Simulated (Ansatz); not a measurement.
SrO:
```
CELL_PARAMETERS angstrom
      0.00000     2.57992     2.57992
      2.57992     0.00000     2.57992
      2.57992     2.57992     0.00000
ATOMIC_POSITIONS crystal
  Sr 0.00000 0.00000 0.00000
  O  0.50000 0.50000 0.50000
```

Relaxed with r²SCAN.

Map the electron localisation function on the plane through (0.000, 0.000, 0.000) spanned by u = [1, 0, 0] and v = [0, 1, -1] in lattice vectors, from the program Ansatz at the r²SCAN level (PAW).

x is the fraction of u, y of v (the angle between them is 90°; rows are the nearest grid lines); atoms in the plane: Sr at (0.00, 0.00), O at (0.50, 0.50).
```
y \ x   0.000  0.111  0.167  0.278  0.389  0.444  0.556  0.611  0.722  0.833  0.889   1.00
------  -----  -----  -----  -----  -----  -----  -----  -----  -----  -----  -----  -----
1.00    0.006  0.596  0.840  0.706  0.044  0.024  0.024  0.044  0.706  0.840  0.596  0.006
0.944   0.082  0.690  0.851  0.646  0.043  0.035  0.035  0.043  0.646  0.851  0.690  0.082
0.833   0.840  0.862  0.824  0.172  0.129  0.311  0.311  0.129  0.172  0.824  0.862  0.840
0.778   0.858  0.795  0.583  0.078  0.403  0.607  0.607  0.403  0.078  0.583  0.795  0.858
0.667   0.248  0.096  0.066  0.447  0.806  0.826  0.826  0.806  0.447  0.066  0.096  0.248
0.611   0.045  0.051  0.129  0.691  0.821  0.777  0.777  0.821  0.691  0.129  0.051  0.045
0.556   0.024  0.094  0.312  0.772  0.778  0.586  0.586  0.778  0.772  0.312  0.094  0.024
0.444   0.024  0.094  0.312  0.772  0.778  0.586  0.586  0.778  0.772  0.312  0.094  0.024
0.389   0.045  0.051  0.129  0.691  0.821  0.777  0.777  0.821  0.691  0.129  0.051  0.045
0.333   0.248  0.096  0.066  0.447  0.806  0.826  0.826  0.806  0.447  0.066  0.096  0.248
0.222   0.858  0.795  0.583  0.078  0.403  0.607  0.607  0.403  0.078  0.583  0.795  0.858
0.167   0.840  0.862  0.824  0.172  0.129  0.311  0.311  0.129  0.172  0.824  0.862  0.840
0.0556  0.082  0.690  0.851  0.646  0.043  0.035  0.035  0.043  0.646  0.851  0.690  0.082
0.000   0.006  0.596  0.840  0.706  0.044  0.024  0.024  0.044  0.706  0.840  0.596  0.006
```

The density is the valence pseudo-density with augmentation charge, so density and ELF within about 1 Å of a nucleus are not all-electron values.

Space group Fm-3m (rock salt). The r²SCAN relaxation kept the symmetry of its start; phonons on a q-mesh show no instability.

Potentials: the later of the program's two PAW sets.
